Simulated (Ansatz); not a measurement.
Here is the system:

CuI (zinc blende)

Space group F-43m (No. 216); a = b = c = 5.9390 Å, α = β = γ = 90.00°

```tsv
atom	site	symmetry	x	y	z
I	4c	-43m	0.2500	0.2500	0.2500
Cu	4a	-43m	0.0000	0.0000	0.0000
```
(The calculation used a cell of 2 atoms; values per cell refer to that cell.)

The volume is varied about the relaxed value V₀ at fixed cell shape. Symmetry pins the atoms to their sites.

These are PBEsol (plane waves to 420 eV, PAW, scalar-relativistic; Ansatz, a quantum-chemistry and plane-wave program) values and carry that method's errors. k mesh 10×10×10 (Γ-centred), Fermi-Dirac smearing 0.05 eV. E stands for the smeared free energy. Compression counts positive. CuI is run without spin polarisation. CuI was relaxed with its symmetry unable to fall. Spin-orbit coupling is left out, though I is heavy. The PAW data are Ansatz's earlier set. The zero of ΔE is the relaxed starting cell.

The scan covers V/V₀ from 0.900 to 1.100 in 13 points.

**Question.** What pressure does the cell carry at V/V₀ = 0.900?

**Answer.** 6.84 GPa.

**Question.** What is ΔE at V/V₀ = 1.100?

**Answer.** 33.3 meV/atom.

**Question.** What is ΔE at V/V₀ = 0.900?

**Answer.** 50.1 meV/atom.

(Under strain, the slope of the energy per volume gives the stress and its curvature an elastic modulus.)
